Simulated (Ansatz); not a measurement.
SnC:
```yaml
crystal:
  lattice:
    - [0.00000, 2.51705, 2.51705]
    - [2.51705, 0.00000, 2.51705]
    - [2.51705, 2.51705, 0.00000]
  atoms:
    - { symbol: Sn, position: [0.00000, 0.00000, 0.00000] }
    - { symbol: C, position: [0.25000, 0.25000, 0.25000] }
```

Cartesian axes are those of the cell as given.

Give the high-frequency dielectric tensor and the Born effective charge tensors of the independent atoms from DFPT, the program Ansatz at the PBEsol level (PAW).


ε∞:
```
10.3  0.00  0.00
0.00  10.3  0.00
0.00  0.00  10.3
```
Z* of atom 1 (Sn), rows: field, columns: displacement, in e:
```
2.91  0.00  0.00
0.00  2.91  0.00
0.00  0.00  2.91
```
Z* of atom 2 (C), rows: field, columns: displacement, in e:
```
-2.91   0.00   0.00
 0.00  -2.91   0.00
 0.00   0.00  -2.91
```

Space group F-43m (zinc blende). The start of the workflow was typed in or built on a structure type; neither database checked (COD, Materials Project) lists it. Its standing as an ambient phase is unchecked. The PBEsol relaxation kept the symmetry of its start; whether a distortion lowers the energy is not shown. Its formation energy is positive at this level, so the cell may be metastable or incomplete. Scalar-relativistic: spin–orbit coupling is off unless named, which matters more the heavier the elements.

Potentials: the later of the program's two PAW sets.
